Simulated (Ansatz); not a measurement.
Given:

Ga2O3:
```yaml
crystal:
  lattice:
    - [1.48949, 0.85996, 6.90393]
    - [-1.48949, 0.85996, 6.90393]
    - [0.00000, -1.71991, 6.90393]
  atoms:
    - { symbol: Ga, position: [0.40062, 0.40062, 0.40062] }
    - { symbol: Ga, position: [0.59938, 0.59938, 0.59938] }
    - { symbol: O, position: [0.00000, 0.00000, 0.00000] }
    - { symbol: O, position: [0.23122, 0.23122, 0.23122] }
    - { symbol: O, position: [0.76878, 0.76878, 0.76878] }
```

This is the r²SCAN+D4-relaxed structure. Cartesian axes are those of the cell as given.

**Question.** All from r²SCAN+D4 (plane waves, PAW; program Ansatz), unless another level is named. Give the gap with spin–orbit coupling.

**Answer.** 3.23 eV.

**Question.** Give the hole effective mass with spin–orbit coupling.

**Answer.** 0.35 along z (mₑ).

**Question.** And the valence-band maximum?

**Answer.** at Γ.

**Question.** And the weight of the valence-edge state by species (Voronoi cells)?

**Answer.** O 96 %, Ga 4 %.

Space group R-3m. A made-up cell: these elements were put on the sites of a structure type; neither database checked (COD, Materials Project) lists it. It is not the phase usual at ambient conditions (space group No. 12, 167). Symmetry was held in the r²SCAN+D4 relaxation. At this level the phase is mechanically unstable. Spin–orbit coupling is left out wherever it is not named.

Potentials: the earlier of the program's two PAW sets.
